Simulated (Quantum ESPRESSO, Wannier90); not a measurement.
Wannierisation of SrTe (rock salt)

```
begin unit_cell_cart
ang
    0.0000000000    3.3558350000    3.3558350000
    3.3558350000    0.0000000000    3.3558350000
    3.3558350000    3.3558350000    0.0000000000
end unit_cell_cart
begin atoms_frac
Sr   0.0000000000  0.0000000000  0.0000000000
Te   0.5000000000  0.5000000000  0.5000000000
end atoms_frac
```

Cell from Materials Project (mp-1958), symmetrised, no further relaxation. COD (Crystallography Open Database) has an entry of this formula and space group (matched by these alone). Method: LDA plane waves in Quantum ESPRESSO 7.5 (PseudoDojo norm-conserving files, 66 Ry, no spin polarisation, no spin-orbit coupling), Bloch states on a 8×8×8 mesh through Γ, Wannier90 4.0.1. Density: 8×8×8 mesh, cold smearing 0.01 Ry. Spin-orbit coupling is left out although heavy elements are present.

Bands 10-13 form an isolated set from -10.01 to 0.00 eV relative to the valence-band maximum (on the path) and are turned into 4 Wannier functions by minimising the spread from the start: sp3 on Te.

### Question
Where do the functions sit, how wide are they and what are they made of?

### Answer
```tsv
functions	spread (Å²)	nearest atom, distance (Å)	second atom, distance (Å)	weight on atomic waves
4	2.58	Te 0.63	Sr 3.04	Te 5p 67 %, Te 5s 23 %, Sr 5s 6 %
```

Ω_I = 8.75 Å², Ω_total = 10.32 Å²; the interpolated bands follow pw.x to 2.0 meV rms on the path. It is the lowest total spread that any start reached here.
